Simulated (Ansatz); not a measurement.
TaP in space group P-6m2 (No. 187; Ta on 1e, P on 1b) at seven volumes, LDA (plane waves, PAW; program Ansatz), shape and atoms relaxed at each. One row is withheld.

```csv
V (Å³/atom),P (GPa)
13.832,24.89
14.288,15.31
14.744,?
15.200,0.00
15.656,-6.05
16.112,-11.23
16.568,-15.69
```

**Question.** Fit the shown pressures and predict the withheld one.

**Answer.** P = (3/2)B₀(x^(7/2) − x^(5/2))[1 + (3/4)(B′ − 4)(x − 1)] with x = (V₀/V)^(2/3). Least squares on the six rows gives V₀ = 15.201 Å³/atom, B₀ = 217 GPa, B′ = 4.10. At V = 14.744, x = 1.0206 and P = 7.05 GPa. The run itself gave 7.07 GPa.

The first step of the workflow began from a Materials Project structure, measured or hypothetical; the Crystallography Open Database copy checked does not list it. COD files the formula under space group No. 141, so this cell is another polymorph or a model. Its standing as an ambient phase is unchecked. The cell was relaxed with LDA under the symmetry of its start; of distortions, only those at the zone centre were tested. No spin polarisation was allowed. Spin–orbit coupling is left out wherever it is not named.

Potentials: the later of the program's two PAW sets.
